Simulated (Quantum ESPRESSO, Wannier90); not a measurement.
Ag (fcc (Cu type)), plane waves to Wannier functions

```
CELL_PARAMETERS angstrom
      0.00000     2.05218     2.05218
      2.05218     0.00000     2.05218
      2.05218     2.05218     0.00000
ATOMIC_POSITIONS crystal
  Ag 0.00000 0.00000 0.00000
```

Cell from Materials Project (mp-124), symmetrised, no further relaxation. This is the element's usual structure. Method: PBEsol plane waves in Quantum ESPRESSO 7.5 (PseudoDojo norm-conserving files, 66 Ry, spinors with spin-orbit coupling), Bloch states on a 10×10×10 mesh through Γ, Wannier90 4.0.1. Density: 18×18×18 mesh, cold smearing 0.01 Ry.

Base run: 18 functions from bands 9-42 of the 42 computed, start hydrogen-like Ag: s;p;d, frozen window up to 1.50 eV relative to the Fermi level, outer window open. One setting was then changed (edges relative to the Fermi level; misfit to pw.x on a path, for states up to 1.0 eV relative to the Fermi level).

```
run      Ω_I (Å²)  rms misfit (meV)  worst (meV)
-------  --------  ----------------  -----------
base        13.56               8.0          137
changed     13.75               2.0           14
```

Task: Which change was made?
A. outer window to 24.73 eV
B. no frozen window
C. frozen window to 3.50 eV
D. only the lowest 26 of the kept bands
E. frozen window to 1.00 eV

Result: C, frozen window to 3.50 eV. The others give:

```
run                                   Ω_I (Å²)  rms misfit (meV)  worst (meV)
------------------------------------  --------  ----------------  -----------
frozen window to 1.00 eV                 13.54               8.5          140
no frozen window                         12.93               453         1440
outer window to 24.73 eV                 19.24               3.0           27
only the lowest 26 of the kept bands     16.91               1.6           13
```
